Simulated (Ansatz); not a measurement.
# BN (F-43m): energy against volume by PBE and RPA

```
B N
1.0
     0.00000    1.80800    1.80800
     1.80800    0.00000    1.80800
     1.80800    1.80800    0.00000
B N
1 1
Direct
  0.00000 0.00000 0.00000
  0.25000 0.25000 0.25000
```

RPA total energy on PBE orbitals, norm-conserving pseudopotentials (Ansatz); 4×4×4 mesh, wave cutoff 1240 eV, correlation extrapolated to infinite response cutoff from cutoffs up to 250 eV, 8 electrons, all correlated, long-wavelength term: optical limit, core-valence exchange-correlation kept as a semilocal term.

Energies and volumes of the whole cell, energies counted from the given cell:

| V/V_given | V (Å³) | PBE (meV) | Hartree-Fock expression on these orbitals (meV) | RPA (meV) |
| --- | --- | --- | --- | --- |
| 0.92 | 10.87 | 124 | 62 | 110 |
| 0.96 | 11.35 | 35 | 2 | 25 |
| 1.00 | 11.82 | 0 | 0 | 0 |
| 1.04 | 12.29 | 11 | 47 | 10 |
| 1.08 | 12.77 | 60 | 134 | 63 |

(1) Fit third-order Birch-Murnaghan curves. Where are the minima?

## Answers

(1) PBE: V0 = 5.97 Å³ an atom (lattice constants +0.3 % against the given cell), B0 = 371 GPa; Hartree-Fock expression on these orbitals: V0 = 5.80 Å³ an atom (lattice constants -0.6 % against the given cell), B0 = 439 GPa; RPA: V0 = 5.94 Å³ an atom (lattice constants +0.2 % against the given cell), B0 = 362 GPa. The RPA points scatter about the fit by some 4 meV, so its minimum and above all its modulus are rough.

With norm-conserving pseudopotentials the core–valence exchange is only approximate, which can shift gaps by tenths of an eV and RPA lattice constants by most of a per cent. The mesh is coarse, so these are values at the stated settings, not converged ones.
